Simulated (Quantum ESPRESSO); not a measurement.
pw.x input (Quantum ESPRESSO 7.5; PBE, PseudoDojo standard norm-conserving files, scalar-relativistic):

```
&CONTROL
  calculation = 'scf'
  pseudo_dir = './pseudo'
  outdir = './out'
  tprnfor = .true.
  tstress = .true.
/
&SYSTEM
  ibrav = 0
  nat = 6
  ntyp = 2
  ecutwfc = 84.0
  ecutrho = 336.0
  occupations = 'smearing'
  smearing = 'fd'
  degauss = 0.002
  nbnd = 31
/
&ELECTRONS
  conv_thr = 6e-10
/
ATOMIC_SPECIES
O 15.9990 O.upf
Sn 118.7100 Sn.upf
CELL_PARAMETERS angstrom
  4.766482892500   0.000000000000   0.000000000000
  0.000000000000   4.766482892500   0.000000000000
  0.000000000000   0.000000000000   3.212061485000
ATOMIC_POSITIONS crystal
O   0.806300613450   0.806300613450   0.500000000000
O   0.193699386550   0.193699386550   0.500000000000
O   0.306300613450   0.693699386550   0.000000000000
O   0.693699386550   0.306300613450   0.000000000000
Sn   0.000000000000   0.000000000000   0.000000000000
Sn   0.500000000000   0.500000000000   0.500000000000
K_POINTS automatic
6 6 8 0 0 0
```

End of the output:

```

[...]
     the Fermi energy is     9.9845 ev
!    total energy              =    -447.71772983 Ry
     estimated scf accuracy    <          3.8E-10 Ry
     smearing contrib. (-TS)   =      -0.00000000 Ry
     internal energy E=F+TS    =    -447.71772983 Ry
     The total energy is F=E-TS. E is the sum of the following terms:
     one-electron contribution =    -119.40604331 Ry
     hartree contribution      =      99.61469349 Ry
     xc contribution           =    -122.38055268 Ry
     ewald contribution        =    -305.54582733 Ry
     convergence has been achieved in  11 iterations
     Forces acting on atoms (cartesian axes, Ry/au):
     atom    1 type  1   force =    -0.00157498   -0.00157498   -0.00000000
     atom    2 type  1   force =     0.00157498    0.00157498   -0.00000000
     atom    3 type  1   force =    -0.00157498    0.00157498   -0.00000000
     atom    4 type  1   force =     0.00157498   -0.00157498    0.00000000
     atom    5 type  2   force =     0.00000000    0.00000000   -0.00000000
     atom    6 type  2   force =     0.00000000    0.00000000    0.00000000
     Total force =     0.004455     Total SCF correction =     0.000003
     Computing stress (Cartesian axis) and pressure
          total   stress  (Ry/bohr**3)                   (kbar)     P=       61.41
   0.00039555   0.00000000   0.00000000           58.19        0.00        0.00
   0.00000000   0.00039555   0.00000000            0.00       58.19        0.00
   0.00000000   0.00000000   0.00046125            0.00        0.00       67.85
```
In a gapped system the printed Fermi energy is only some level inside the gap.

Spin-orbit coupling is not included.

Geometry relaxed with PBEsol.
